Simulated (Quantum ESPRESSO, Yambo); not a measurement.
SnO (space group P4/nmm, No. 129): static response along x against the Γ-centred k mesh (Yambo on norm-conserving LDA (Quantum ESPRESSO, 84 Ry, no spin-orbit coupling) bands; 60 bands, 4 Ry block). The smallest direct LDA gap is 2.00 eV. Axes are Cartesian, with cell vectors (Å) (3.81, 0.00, 0.00), (0.00, 3.81, 0.00), (0.00, 0.00, 4.89).

```
k mesh  ε(0), independent particles  ε(0), RPA with local fields
------  ---------------------------  ---------------------------
4×4×2                          10.6                         9.34
4×4×4                          9.69                         8.54
8×8×6                             …                            …
```

Problem. What does the densest mesh give?

Solution. 
- 8×8×6, ε(0), independent particles: 8.80
- 8×8×6, ε(0), RPA with local fields: 7.73

The last step changes the RPA value by 10 %: not yet converged. Electronic response only; costs are rough.

Geometry of the Materials Project entry, not relaxed at this level; primitive cell a = 3.814 Å, b = 3.814 Å, c = 4.887 Å, α = 90.00°, β = 90.00°, γ = 90.00°.

The distance between layers or molecules is the database entry's, not relaxed here. Functionals without dispersion can leave it too large, which widens gaps and weakens the response across layers: the numbers belong to this cell.
